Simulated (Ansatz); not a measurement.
## Barrier materials for tunnel junctions

A comparison from first-principles data. For a tunnel junction or a leaky gate film, the slowest evanescent state at the electrodes' Fermi level sets the resistance.

The yardstick is sapphire. The Fermi level is put at mid-gap. Of the planes computed for each crystal, the one with the slowest decay is listed. Wanted: the thickness for 4 decades of attenuation, and how many decades a 1.5 nm film gains over the reference.

**Data**

Computed with Ansatz, a plane-wave PAW program, with an older set of its potentials. plane, in the cell as filed, gap, decay constant k, slowest state: r²SCAN, complex band structure, on cells taken as filed or relaxed beforehand.

Working rules: decades per nm = 2k × 10 Å/ln 10 = 8.686 k; thickness = 4/(decades per nm); extra decades of a 1.5 nm film = 1.5 × (row − reference).

```csv
crystal,"plane, in the cell as filed",gap on the mesh (eV),k at mid-gap (1/Å),planes computed,slowest state,decades per nm,thickness (nm),decades beyond the reference
BaTiO3 (P4mm),(100),2.20,0.284,2,at Γ,2.467,1.62,−1.4
KTaO3 (cubic perovskite),(111),2.63,0.287,1,at Γ,2.493,1.60,−1.4
"sapphire (α-Al2O3), reference",(100),6.76,0.394,1,at Γ,3.422,1.17,0.0
"HfO2 (Pbca, oP24)",(110),4.87,0.426,1,at Γ,3.700,1.08,0.4
```

Not checked to be the ambient phase: HfO2 (Pbca, oP24). Cells under pressure at the level used (negative: too large): sapphire −7 GPa, HfO2 (Pbca, oP24) 4 GPa. Spin–orbit coupling is left out unless named; no shift is given for BaTiO3, KTaO3, HfO2 (Pbca, oP24).

**Worked example**

For BaTiO3, step by step:

- decades per nm: 8.686 × 0.284 = 2.467
- thickness: 4/2.467 = 1.62 nm
- decades beyond the reference: 1.5 × (2.467 − 3.422) = −1.4

**Result**

In order of decades per nm, highest first: HfO2 (Pbca, oP24) (3.700 ± 0.22) ≈ sapphire (3.422 ± 0.21), KTaO3 (2.493 ± 0.15) ≈ BaTiO3 (2.467 ± 0.15). The ± follows from allowances picked for this note (decay constant k 6 %), carried to first order and added in quadrature; ≈ joins neighbours closer than their two ± added in quadrature. 0 of the 3 others clearly beat the reference on this figure.

**Caveats**

The gaps are the functional's own, as a rule smaller than measured ones, and k shrinks with them; planes not computed could decay more slowly; interface matching and symmetry filtering by the electrodes are not included. Where several phases of a formula are at hand, those over 0.1 eV/atom above the lowest were not drawn (by r²SCAN where it compared them, else by the largest value; a layered or molecular lowest phase counts only with a dispersion term); other phases could lie lower still. Crystals of Pb, Bi, Tl or Hg, those whose gap spin–orbit coupling moves by over 0.3 eV, and those of Te, I or Sb with no such test at hand were not drawn. Rows are perfect crystals in the structures named, stable or not; films, defects and interfaces will differ. Rows were sampled with a lean to familiar crystals, related or not, whatever their agreement with measurement; tables with many equal figures were not kept. Limits of the draw: gap over 1 eV, no layered crystals, primitive or conventional cells alone; no unfamiliar magnets, and cubic perovskites only if shown or known to be stable. As a rule kept out of such tables: 4f compounds, open-shell compounds run without a Hubbard term, cells found unstable in the tests at hand, cells close to a higher symmetry, and runs set to a pressure or over 12 % in volume from the crystal's fullest run.
